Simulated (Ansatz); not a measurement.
All numbers below come from DFT PBE, scalar-relativistic, plane waves, PAW (Ansatz 0.2.0). Settings: cutoff 420 eV, Γ-centred meshes spaced at most about 0.3 Å⁻¹ (2π included), Gaussian smearing. No spin polarisation in the final relaxations.

All energies are static (0 K, no zero-point motion).

Two relaxed structures of AlCuC₄N₄:

1.

Space group P-43m (No. 215). a = 5.864 Å, b = 5.864 Å, c = 5.864 Å, α = 90.00°, β = 90.00°, γ = 90.00°
```tsv
atom	site	symmetry	x	y	z
Al	1a	-43m	0.0000	0.0000	0.0000
Cu	1b	-43m	0.5000	0.5000	0.5000
C	4e	.3m	0.1940	0.1940	0.1940
N	4e	.3m	0.3086	0.3086	0.3086
```

2.

Space group P-43m (No. 215). a = 5.704 Å, b = 5.704 Å, c = 5.704 Å, α = 90.00°, β = 90.00°, γ = 90.00°
| atom | site | symmetry | x | y | z |
| --- | --- | --- | --- | --- | --- |
| Al | 1b | -43m | 0.5000 | 0.5000 | 0.5000 |
| Cu | 1a | -43m | 0.0000 | 0.0000 | 0.0000 |
| C | 4e | .3m | 0.1945 | 0.1945 | 0.1945 |
| N | 4e | .3m | 0.3134 | 0.3134 | 0.3134 |

**Question.** Which placement of the atoms is lower in energy, and by how much?

**Answer.** Cell 2 is lower, by 164 meV/atom. The two share one framework of sites and differ in which element sits where. Cell 1 has space group P-43m (No. 215), 20.2 Å³/atom and a gap of 3.02 eV on its mesh; cell 2 has space group P-43m (No. 215), 18.6 Å³/atom and a gap of 3.97 eV. The shortest distance is 1.16 Å (C–N) in cell 1 and 1.17 Å (C–N) in cell 2. The denser one is the lower, and pressure would at first widen the difference. Even the lower one lies +0.06 eV/atom against the reference forms of the elements (uncorrected), a margin that errors in the energy of the gaseous reference can exceed. In cell 1, around Al lie 4 C at 1.97 Å; around Cu lie 4 N at 1.94 Å; C is surrounded by 1 N at 1.16 Å and 1 Al at 1.97 Å; around N lie 1 C at 1.16 Å and 1 Cu at 1.94 Å. In cell 2, around Al lie 4 N at 1.84 Å; Cu is surrounded by 4 C at 1.92 Å; C has 1 N at 1.17 Å and 1 Cu at 1.92 Å; around N lie 1 C at 1.17 Å and 1 Al at 1.84 Å. Both come from invented guesses.

Kohn–Sham gaps at this level usually fall short of measured ones. Cells relaxed within their symmetry can be saddle points.
